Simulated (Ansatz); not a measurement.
HfN (rock salt), conventional cell a = 4.5255 Å, b = 4.5255 Å, c = 4.5255 Å, α = 90.00°, β = 90.00°, γ = 90.00°. The calculation uses the primitive cell of 2 atoms, to which meshes and values per cell refer.

E(V) scan at fixed shape, V₀ the volume above. Symmetry pins the atoms to their sites.

Computed with r2SCAN (plane waves to 500 eV, PAW, scalar-relativistic; Ansatz, a quantum-chemistry and plane-wave program). k mesh 18×18×18 (Γ-centred), Fermi-Dirac smearing 0.05 eV. The energy includes the smearing's −TS. HfN is run without spin polarisation. HfN was relaxed with its symmetry unable to fall. Spin-orbit coupling is left out, though Hf is heavy. ΔE is measured from the relaxed starting cell. The last digit holds for this mesh only.

```
V (Å³/atom)  ΔE (meV/atom)
-----------  -------------
10.427               122.3
10.658                75.4
10.890                40.8
11.122                17.5
11.353                 4.2
11.585                 0.0
11.817                 3.9
12.049                15.2
12.280                33.2
12.512                57.0
12.744                86.3
```

What is the fitted pressure derivative B₀′?

4.2.

What bulk modulus B₀ follows from a third-order Birch-Murnaghan fit?

282 GPa. Check by three points about V = 11.585 Å³/atom, step 0.463: d²E/dV² ≈ (18 − 2·0 + 15) meV / 0.463² = 0.154 eV/Å⁶, and V·d²E/dV² × 160.2 = 285 GPa.

(A scan under strain: stresses follow from slopes of the energy per volume, elastic moduli from its curvatures.)
